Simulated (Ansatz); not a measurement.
## Relaxing a structure of Ir

The start is a generated trial cell of Ir in the beta-W structure type. A full variable-cell relaxation at zero pressure is run with PBE (plane waves to 420 eV, PAW, scalar-relativistic; Ansatz, a first-principles code). First-step values are on the input's coarse k-mesh.

Ansatz input (later rounds restart from its end on a renewed k-mesh):
Ansatz 0.2 input:
```yaml
crystal:
  lattice:
    - [4.870138, 0, 0]
    - [0, 4.870138, 0]
    - [0, 0, 4.870138]
  atoms:
    - { symbol: Ir, position: [0.25, 0, 0.5] }
    - { symbol: Ir, position: [0.75, 0, 0.5] }
    - { symbol: Ir, position: [0, 0.5, 0.25] }
    - { symbol: Ir, position: [0, 0.5, 0.75] }
    - { symbol: Ir, position: [0.5, 0.25, 0] }
    - { symbol: Ir, position: [0.5, 0.75, 0] }
    - { symbol: Ir, position: [0, 0, 0] }
    - { symbol: Ir, position: [0.5, 0.5, 0.5] }
basis: { ecutwfc: 420, ecutrho_ratio: 4, xc_grid: 2, fft_grid_basis: typed }
kpoints: { mp_grid: { grid: [7, 7, 7] } }
hamiltonian:
  xc: pbe
  dispersion: none
  pseudopotentials: { kind: paw }
scf: { occupations: { method: fermi_dirac, width: 0.05 } }
relax: { f_tol: 0.01, max_steps: 100, cell: { stress_tol: 0.02 } }
output: { forces: true, stress: true }
```

Problem. How large is the pressure on the unrelaxed cell, and of which sign?

Solution. +15.8 GPa (positive: the cell is compressed).

Problem. How much energy is released per atom?

Solution. 0.03 eV/atom.

Problem. How does the volume per atom move from start to end?

Solution. +4.6 %, from 14.44 to 15.11 Å³/atom.

Problem. How do the shortest distances between atoms change?

Solution. The closest pairs of elements (up to four, under 3.6 Å), start → end: Ir–Ir 2.44 → 2.47 Å.

Problem. What does it relax into? Give the structure.

Solution. 
```cif
data_Ir8
_chemical_formula_sum 'Ir8'
_space_group_name_H-M_alt 'Pm-3n'
_space_group_IT_number 223
_space_group_name_Hall '-P 4n 2 3'
_cell_length_a 4.94434
_cell_length_b 4.94434
_cell_length_c 4.94434
_cell_angle_alpha 90.000
_cell_angle_beta 90.000
_cell_angle_gamma 90.000
loop_
_atom_site_label
_atom_site_type_symbol
_atom_site_symmetry_multiplicity
_atom_site_Wyckoff_symbol
_atom_site_fract_x
_atom_site_fract_y
_atom_site_fract_z
_atom_site_occupancy
Ir1 Ir 6 c 0.00000 0.50000 0.25000 1
Ir2 Ir 2 a 0.00000 0.00000 0.00000 1
```

The space group stays Pm-3n (No. 223) (the run could not lower it), with 8 atoms in the primitive cell. Final values are on a 10×10×10 k-mesh of the relaxed cell. No spin polarisation in the result.

The run could not lose the symmetry of its start: the end is stationary, and may be a saddle point rather than a minimum.

All atoms sit on sites fixed by symmetry, so only the cell could relax.

The relaxed structure here is a generated cell of Ir: the first start was made by placing the elements on the sites of a structure type, and the end was not matched to a known phase here, so it may be hypothetical. Known forms of Ir include space group No. 225.
